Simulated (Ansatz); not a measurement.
Ru:
```xyz
4
Lattice="2.6788 0.0000 0.0000 -1.3394 2.3199 0.0000 0.0000 0.0000 8.6070" Properties=species:S:1:pos:R:3 pbc="T T T"
Ru     0.0000     0.0000     0.0000
Ru     1.3394     0.7733     2.1517
Ru     0.0000     0.0000     4.3035
Ru     0.0000     1.5466     6.4552
```

Relaxed with PBEsol. Special points in fractions of this cell's reciprocal vectors: Γ (0.000, 0.000, 0.000); M (0.500, 0.000, 0.000); K (0.333, 0.333, 0.000); A (0.000, 0.000, 0.500); L (0.500, 0.000, 0.500); H (0.333, 0.333, 0.500).

List the band energies nearest the Fermi level at these points for DFT-PBEsol with spin–orbit coupling in the program Ansatz with PAW potentials.

In eV from the Fermi level; about four levels below and three above (degenerate sets whole), none deeper than 8.9 eV; … stands for higher levels left out; points with the same levels are listed once.

| k | below | above |
|---|---|---|
| Γ | -0.18 -0.18 -0.02 -0.02 | 0.56 0.56 0.64 0.64 |
| M | -1.03 -1.03 -0.97 -0.97 | 1.47 1.47 1.59 1.59 |
| K | -1.24 -1.24 -1.14 -1.14 | 0.07 0.07 0.13 0.13 |
| A | -0.38 -0.38 -0.38 -0.38 | … |
| L | -0.36 -0.36 -0.36 -0.36 | 0.86 0.86 0.86 0.86 |
| H | -0.38 -0.38 -0.22 -0.22 | 1.13 1.13 1.22 1.22 |

Space group P6_3/mmc (dhcp (α-La type)). The start of the workflow was typed in or built on a structure type. Its sites differ from those of the usual phase in this space group: another stacking or structure type. Symmetry was held in the PBEsol relaxation; of distortions, only those at the zone centre were tested. The run is not spin-polarised.

Potentials: the later of the program's two PAW sets.
